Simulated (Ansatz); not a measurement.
The relaxed structure here is a generated cell of Ga2O3: the first start was made by placing the elements on the sites of a structure type, and the end was not matched to a known phase here, so it may be hypothetical. Known forms of Ga2O3 include space group No. 12, 167.

The end point of a relaxation of Ga$_{2}$O$_{3}$. Calculation: PBEsol (plane waves to 420 eV, PAW, scalar-relativistic; Ansatz, an electronic-structure program).

```cif
data_Ga4O6
_chemical_formula_sum 'O6 Ga4'
_space_group_name_H-M_alt 'P 1'
_space_group_IT_number 1
_cell_length_a 5.20521
_cell_length_b 2.78217
_cell_length_c 7.65121
_cell_angle_alpha 90.000
_cell_angle_beta 90.000
_cell_angle_gamma 90.000
loop_
_space_group_symop_operation_xyz
  'x, y, z'
loop_
_atom_site_label
_atom_site_type_symbol
_atom_site_fract_x
_atom_site_fract_y
_atom_site_fract_z
_atom_site_occupancy
O1 O 0.75000 0.00000 0.68940 1
O2 O 0.25000 0.00000 0.31060 1
O3 O 0.50000 0.50000 0.00000 1
O4 O 0.00000 0.50000 0.00000 1
O5 O 0.25000 0.50000 0.59585 1
O6 O 0.75000 0.50000 0.40415 1
Ga1 Ga 0.25000 0.00000 0.07876 1
Ga2 Ga 0.75000 0.00000 0.92124 1
Ga3 Ga 0.50000 0.00000 0.50000 1
Ga4 Ga 0.00000 0.00000 0.50000 1
```

Find the space group and the Wyckoff positions (tolerance 0.01 Å).

Space group Pmma (No. 51); a = 5.2052 Å, b = 2.7822 Å, c = 7.6512 Å, α = 90.00°, β = 90.00°, γ = 90.00°

| atom | site | symmetry | x | y | z |
|---|---|---|---|---|---|
| O | 2e | mm2 | 0.2500 | 0.0000 | 0.3106 |
| O | 2b | .2/m. | 0.0000 | 0.5000 | 0.0000 |
| O | 2f | mm2 | 0.2500 | 0.5000 | 0.5958 |
| Ga | 2e | mm2 | 0.2500 | 0.0000 | 0.0788 |
| Ga | 2c | .2/m. | 0.0000 | 0.0000 | 0.5000 |

Give the shortest distances between elements (the closest pairs, up to four, under 3.6 Å).

Ga–O 1.77 Å; O–O 2.59 Å; Ga–Ga 2.60 Å.

| Item | Result |
|---|---|
| Volume per atom | 11.08 Å³ |
| Density | 5.62 g/cm³ |
| Band gap | 0.89 eV, direct at Γ (no spin-orbit coupling) |

No spin polarisation in the result.

The run could not lose the symmetry of its start, so the end can be a saddle point.

It was reached from a disturbed copy of a P4/mbm (No. 127) cell, against which it lies -0.43 eV/atom.
